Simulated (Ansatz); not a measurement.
Nb3Si (Cu3Au type, Pm-3m), PBEsol (plane waves, PAW; program Ansatz), all energies at zero smearing, with the estimated change up to a 700 eV cutoff added, with one set of potentials and settings (totals compare only within such a set). Cell of 4 atoms (1 Si, 3 Nb): -14108.965 eV.

```
element             reference phase  E (eV/atom)
-------  --------------------------  -----------
Si       Fd-3m, 2 atoms in the cell    -621.4920
Nb       Im-3m, 1 atoms in the cell   -4495.4542
```

Formation energy per atom, worked out: (-14108.965 − 1×(-621.4920) − 3×(-4495.4542))/4 = -0.278 eV/atom (-27 kJ per mol of atoms), at 0 K, without zero-point energy or fitted corrections.

The workflow started from an entry of the Crystallography Open Database (COD), which files this formula under 2 space groups. Its standing as an ambient phase is unchecked. The cell was relaxed with PBEsol under the symmetry of its start. At this level the phase is mechanically unstable. No spin polarisation was allowed. The references are the lowest solids computed at this level, not always the standard phases.

Potentials: the later of the program's two PAW sets.
